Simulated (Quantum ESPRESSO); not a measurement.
## Si3F4O4 (convergence and cost over cutoff and k mesh)

Computed values, not a measurement. The program is pw.x of Quantum ESPRESSO 7.5 (plane-wave density functional theory). The cell is made up: 11 atoms on a rutile lattice with one site empty, with randomly drawn elements, strain and displacements, not relaxed. PseudoDojo standard norm-conserving files (v0.5 for PBE, v0.4.1 for LDA and PBEsol) set the functional; there is no spin polarisation, spin-orbit coupling or dispersion term, and the masses in the input are unused placeholders.

Input of the run in row 4:

```
&control calculation='scf', pseudo_dir='./dojo.nc.sr.pbe.v0_5.standard.upf', outdir='./o', disk_io='low', tprnfor=.true., tstress=.true. /
&system ibrav=0, nat=11, ntyp=3, nbnd=38, ecutwfc=84.00895049, nosym=.true., tot_charge=0,
 occupations='smearing', smearing='fd', degauss=0.0018374661
/
&electrons conv_thr=7.350e-09, electron_maxstep=60, /
ATOMIC_SPECIES
F 1.0 F.upf
O 1.0 O.upf
Si 1.0 Si.upf
CELL_PARAMETERS angstrom
4.3202 0.0 0.0
0.0 4.3202 0.0
0.0 0.0 5.5012
ATOMIC_POSITIONS angstrom
Si -0.0044 -0.002 0.0417
Si 2.1526 2.1457 1.3688
Si 2.1568 2.1818 4.1309
F 1.3459 1.3489 -0.0044
O 2.9988 2.9841 -0.0462
F 3.498 0.8325 1.382
O 0.8162 3.4406 1.3781
O 1.3088 1.301 2.7271
F 2.9711 3.0033 2.7629
F 3.4777 0.8267 4.1512
O 0.882 3.4604 4.1033
K_POINTS automatic
5 5 4 1 1 1
```

The same cell was run at these settings. Meshes are shifted by half a step, and differences are from the last row, which is itself not exact.

| cutoff (eV) | k mesh | k points solved | threshold (eV) | free energy less the last row's (eV) | pressure (GPa) | largest stress difference (GPa) | largest force difference (eV/Å) | iterations | wall time (s) | k-point pools | processor |
| --- | --- | --- | --- | --- | --- | --- | --- | --- | --- | --- | --- |
| 800 | 2 x 2 x 2 | 4 | 1e-04 | 1.535 | -27.23 | 18.24 | 0.048 | 9 | 11 | 4 | Intel Xeon, 2023 or later |
| 1143 | 2 x 2 x 2 | 4 | 1e-07 | -0.034 | -9.21 | 0.06 | 0.034 | 13 | 18 | 4 | Intel Xeon, 2023 or later |
| 733 | 5 x 5 x 4 | 50 | 1e-07 | 3.751 | -44.36 | 35.49 | 0.048 | 12 | 46 | 4 | Intel Xeon, 2023 or later |
| 1143 | 5 x 5 x 4 | 50 | 1e-07 | 0.002 | -9.23 | 0.03 | 0.002 | 12 | 85 | 4 | Intel Xeon, 2023 or later |
| 1437 | 7 x 7 x 6 | 147 | 1e-07 | 0.000 | -9.20 | 0.00 | 0.000 | 12 | 317 | 4 | Intel Xeon, 2023 or later |

Each pool is one process. Wall times include start-up and a band step at six k points, which weighs most on the coarsest meshes. The runs were on shared virtual cores whose load varied, so times are rough.